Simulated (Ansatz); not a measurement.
A geometry of P away from equilibrium: the start of the relaxation of a generated cell, P placed in the black-P structure type. Level of theory: PBE (plane waves to 420 eV, PAW, scalar-relativistic; Ansatz, a quantum-chemistry and plane-wave program). Γ-centred k-mesh 7×7×5 on the run's cell (coarser than for final values), Fermi–Dirac smearing 0.05 eV.

```xyz
4
Lattice="1.6568 -5.2390 0.0000 1.6568 5.2390 0.0000 0.0000 0.0000 4.3763" Properties=species:S:1:pos:R:3:forces:R:3 pbc="T T T" free_energy=-3022.649 pressure_GPa=2.2
P      1.6568     1.0654     2.5407    0.0000    0.0904   -0.0606
P      1.6568    -1.0654     1.8356    0.0000   -0.0904    0.0606
P      1.6568    -4.1736     4.0237    0.0000    0.0904    0.0606
P      1.6568     4.1736     0.3526    0.0000   -0.0904   -0.0606
```

Positions in Å, forces in eV/Å, free energy of the cell in eV (comparable only within this code, potentials and settings). Largest force: 0.11 eV/Å, on P1, P2, P3, P4 (atoms numbered as listed); the geometry lies 0.01 eV/atom above the end of its relaxation.

No spin polarisation in the result. Without a van der Waals term the distances between weakly bound units are poorly fixed.

The run could not lose the symmetry of its start.
